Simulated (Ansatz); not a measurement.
Values for one crystal, relaxed and computed with DFT-PBEsol in the program Ansatz with PAW potentials; other levels are named.

```yaml
volume_per_atom: 13.82 Å³
electronic_character: metallic (no gap)
Bulk modulus (Birch–Murnaghan fit): 303 GPa
Pressure derivative B′: 4.9
Density of states at the Fermi level: 1.3 states/eV per atom (mean over ±0.08 eV)
```

Task: Pick the material that matches.
(A) Li, bcc (W type)
(B) Pt, simple cubic
(C) Ru, body-centred tetragonal
(D) Zr, P6/mmm (Zr on 1b, Zr on 2c)

Result: C, Ru, body-centred tetragonal

Space group I4/mmm (body-centred tetragonal). The start of the workflow was typed in or built on a structure type; neither database checked (COD, Materials Project) lists it. It is not the phase usual at ambient conditions (space group No. 194). The cell was relaxed with PBEsol under the symmetry of its start; whether a distortion lowers the energy is not shown. The final state is ferromagnetic, chosen from 4 collinear starts compared on coarse meshes (ties went to the first, and starts can fall back to one state), not a proven ground state. Scalar-relativistic: spin–orbit coupling is off unless named, which matters more the heavier the elements.

Potentials: the later of the program's two PAW sets.
